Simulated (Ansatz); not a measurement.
**VN2 — electric field gradients**

The cell is a refined structure from the COD whose atoms were relaxed with PBE, the cell held.

```xyz
6
Lattice="-2.1507 2.1507 2.4914 2.1507 -2.1507 2.4914 2.1507 2.1507 -2.4914" Properties=species:S:1:pos:R:3 pbc="T T T"
V     0.0000    0.0000    1.2457
V     0.0000    0.0000    3.7370
N     2.6391    0.4884    0.0000
N     1.6624    0.4884    2.4914
N    -0.4884    1.6624    2.4914
N     0.4884    1.6624    0.0000
```

Sites (sets of like atoms) are named by element and the number of their first atom in this list.

The numbers come from a DFT calculation in Ansatz (r2SCAN, plane waves and PAW, scalar-relativistic, collinear spin, 500 eV cutoff, Γ-centred 11×11×11 k-points, Fermi–Dirac smearing 0.05 eV). Start moments as typed (μB): 1.5 on each V, none on the rest.

Conventions: |V_zz| ≥ |V_yy| ≥ |V_xx|, η = (V_xx − V_yy)/V_zz, C_Q = eQV_zz/h. Directions are in the Cartesian axes of the cell vectors above, for the atom listed; none is given where the gradient is under 0.02 or η is above 0.95.

Q: Give the quadrupolar parameters of the distinct sites.

A: 

```
site  first atom                                       first shell  V_zz (10²¹ V/m²)     η  direction of V_zz (x, y, z)
   V           1                                     8 N at 2.13 Å             -6.16  0.00               0.00 0.00 1.00
   N           3  1 N at 1.38 Å, 4 V at 2.13 Å; also 4 V at 2.96 Å              6.13  0.17               0.71 0.71 0.00
```

An axis of threefold or higher order runs through V, so V_zz lies along it and η is zero. The structure holds N–N bonds (1.38 Å). At N V_zz points along its shortest bond, to N (within 1°).

At this cell the principal stresses reach 5 GPa in size with r2SCAN, which can matter for small gradients. The moments were started parallel, and the run ended with some of them reversed. The program didn't check the stability of this electronic state in full, so a lower one may lie near. The run finds no gap above 0.1 eV (a metal, or nearly one), so the gradients can move by 10 % or more with the k-mesh. The run lost most of its start moments on V; a state with other moments may lie lower. The magnetic order is the one that the run reached from its start moments, not necessarily the measured one (the real compound may not order at all).

Hardware: 1 thread of Arm Neoverse N1 (aarch64; 28 cores open to the job, memory cap 3.0 GiB, no GPU), a shared host with a load of 0.6 a core. Wall time 12 min, CPU time 12 min, peak memory 1.5 GiB.
